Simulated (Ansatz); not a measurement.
CrSi₈Mo₃: phonons across the zone

Level of theory: DFT PBE, scalar-relativistic, plane waves, PAW (Ansatz 0.2.0). Settings: 420 eV plane-wave cutoff, Γ-centred 12×12×4 mesh, Fermi-Dirac smearing of 0.15 eV. No spin polarisation. Phonons by linear response, acoustic sum rule imposed.

The cell, relaxed at this level:
```
CELL_PARAMETERS angstrom
3.18840 0.00000 0.00000
0.00000 3.18840 0.00000
0.00000 0.00000 15.58499
ATOMIC_POSITIONS crystal
Cr 0.50000 0.50000 0.00000
Si 0.00000 0.00000 0.41620
Si 0.50000 0.50000 0.67006
Si 0.00000 0.00000 0.92205
Si 0.50000 0.50000 0.16130
Si 0.00000 0.00000 0.58380
Si 0.50000 0.50000 0.83870
Si 0.00000 0.00000 0.07795
Si 0.50000 0.50000 0.32994
Mo 0.00000 0.00000 0.24644
Mo 0.50000 0.50000 0.50000
Mo 0.00000 0.00000 0.75356
```

The cell was found from a structure generator's guess, not taken from experiment. In a metal, frequencies and elastic constants depend on the k mesh and the smearing, soft modes and shear constants most. Some empty bands missed the eigensolver's threshold. The q mesh is coarse, so values between its points are rough.

Force constants from linear response on a 2×2×1 q mesh.

Question: Is the structure dynamically stable on the q mesh?

Answer: Yes, on this mesh: no mode is imaginary.

Question: Give the frequencies (cm⁻¹) at the zone-boundary points of high symmetry (interpolated where a point lies off the q mesh).

Answer:
```
point                  q                                                                                                                                      frequencies
    X  0.000 0.500 0.000  190 191 191 203 203 208 210 221 233 243 246 250 251 253 257 258 260 268 275 275 277 292 293 294 302 304 318 340 351 357 387 408 411 426 440 464
    M  0.500 0.500 0.000  201 201 211 212 212 213 213 228 228 246 246 266 266 277 278 278 283 283 290 290 301 308 311 314 363 374 376 380 380 382 382 388 388 389 389 425
    Z  0.000 0.000 0.500       57 57 64 64 85 104 156 156 178 178 228 229 229 247 258 258 265 265 276 276 311 311 314 314 322 322 327 327 335 344 364 369 398 416 417 466
    R  0.000 0.500 0.500  190 191 191 202 204 208 210 221 228 245 249 251 251 257 258 259 260 262 267 276 288 292 293 294 302 310 314 322 366 369 376 392 416 437 438 461
    A  0.500 0.500 0.500  202 202 211 211 212 212 213 227 227 250 250 269 269 270 270 278 286 286 289 289 304 305 309 313 370 370 376 380 380 382 382 387 387 390 390 425
```
